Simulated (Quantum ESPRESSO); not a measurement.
## Al3SiO5N (convergence and cost over cutoff and k mesh)

Computed values, not a measurement. The program is pw.x of Quantum ESPRESSO 7.5 (plane-wave density functional theory). The cell is made up: 10 atoms on a corundum lattice, with randomly drawn elements, strain and displacements, not relaxed. PseudoDojo standard norm-conserving files (v0.5 for PBE, v0.4.1 for LDA and PBEsol) set the functional; there is no spin polarisation, spin-orbit coupling or dispersion term, and the masses in the input are unused placeholders.

Input of the run in row 4:

```
&control calculation='scf', pseudo_dir='./dojo.nc.sr.pbe.v0_5.standard.upf', outdir='./o', disk_io='low', tprnfor=.true., tstress=.true. /
&system ibrav=0, nat=10, ntyp=4, nbnd=30, ecutwfc=84.00895049, nosym=.true., tot_charge=0,
 occupations='smearing', smearing='fd', degauss=0.0018374661
/
&electrons conv_thr=7.350e-09, electron_maxstep=60, /
ATOMIC_SPECIES
Al 1.0 Al.upf
N 1.0 N.upf
O 1.0 O.upf
Si 1.0 Si.upf
CELL_PARAMETERS angstrom
2.3499 1.3567 4.2731
-2.3499 1.3567 4.2731
0.0 -2.7134 4.2731
ATOMIC_POSITIONS angstrom
Al -0.034 0.0251 4.5289
Al 0.0033 -0.0438 1.8747
Si 0.0583 0.0493 8.2287
Al -0.0182 -0.0326 10.923
O -1.0245 1.2905 7.5169
O -0.7097 -1.453 7.54
O 1.6495 0.0814 7.6047
O 0.8261 -1.4654 5.3347
O 0.7785 1.4512 5.3261
N -1.6495 -0.129 5.2322
K_POINTS automatic
6 6 6 1 1 1
```

The same cell was run at these settings. Meshes are shifted by half a step, and differences are from the last row, which is itself not exact.

| cutoff (eV) | k mesh | k points solved | threshold (eV) | free energy less the last row's (eV) | pressure (GPa) | largest stress difference (GPa) | largest force difference (eV/Å) | iterations | wall time (s) | k-point pools | processor |
| --- | --- | --- | --- | --- | --- | --- | --- | --- | --- | --- | --- |
| 800 | 2 x 2 x 2 | 4 | 1e-04 | 0.841 | 6.14 | 11.49 | 0.068 | 9 | 10 | 4 | AMD EPYC, Zen 5 class |
| 1143 | 1 x 1 x 1 | 1 | 1e-07 | -2.229 | 12.02 | 8.06 | 0.800 | 12 | 10 | 4 | AMD EPYC, Zen 5 class |
| 694 | 6 x 6 x 6 | 108 | 1e-07 | 2.959 | -12.30 | 29.88 | 0.056 | 12 | 44 | 4 | AMD EPYC, Zen 5 class |
| 1143 | 6 x 6 x 6 | 108 | 1e-07 | 0.003 | 17.41 | 0.02 | 0.000 | 11 | 76 | 4 | AMD EPYC, Zen 5 class |
| 1437 | 8 x 8 x 8 | 256 | 1e-07 | 0.000 | 17.42 | 0.00 | 0.000 | 11 | 351 | 4 | AMD EPYC, Zen 5 class |

Each pool is one process. Wall times include start-up and a band step at six k points, which weighs most on the coarsest meshes. The runs were on shared virtual cores whose load varied, so times are rough.